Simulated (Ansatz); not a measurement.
Zr₂AlN:
```
CELL_PARAMETERS angstrom
      3.24386     0.00000     0.00000
     -1.62193     2.80926     0.00000
      0.00000     0.00000    14.40215
ATOMIC_POSITIONS crystal
  Zr 0.66667 0.33333 0.58869
  Zr 0.33333 0.66667 0.41131
  Zr 0.33333 0.66667 0.08869
  Zr 0.66667 0.33333 0.91131
  Al 0.66667 0.33333 0.25000
  Al 0.33333 0.66667 0.75000
  N  0.00000 0.00000 0.50000
  N  0.00000 0.00000 0.00000
```

Relaxed with r²SCAN. Special points in fractions of this cell's reciprocal vectors: Γ (0.000, 0.000, 0.000); M (0.500, 0.000, 0.000); K (0.333, 0.333, 0.000); A (0.000, 0.000, 0.500); L (0.500, 0.000, 0.500); H (0.333, 0.333, 0.500).

Problem. List the band energies nearest the Fermi level at these points for r²SCAN with spin–orbit coupling (plane waves, PAW; program Ansatz).

Solution. In eV from the Fermi level; about four levels below and three above (degenerate sets whole), none deeper than 8.9 eV; points with the same levels are listed once.

| k | below | above |
|---|---|---|
| Γ | -1.83 -1.83 -0.84 -0.84 | 0.22 0.22 0.74 0.74 |
| M | -1.29 -1.29 -1.12 -1.12 | 1.34 1.34 1.38 1.38 |
| K | -1.40 -1.40 -0.61 -0.61 | 0.33 0.33 1.21 1.21 |
| A | -0.18 -0.18 -0.18 -0.18 | 0.76 0.76 0.76 0.76 |
| L | -1.21 -1.21 -1.21 -1.21 | 1.31 1.31 1.31 1.31 |
| H | -0.20 -0.20 -0.15 -0.15 | 1.06 1.06 1.10 1.10 |

Space group P6_3/mmc. The workflow started from a Materials Project entry (that database holds measured and hypothetical structures alike); the Crystallography Open Database copy checked does not list it. Whether it is the stable phase at ambient conditions was not checked. The r²SCAN relaxation kept the symmetry of its start; its stability against distortions is not shown here. No spin polarisation was allowed.

Potentials: the later of the program's two PAW sets.
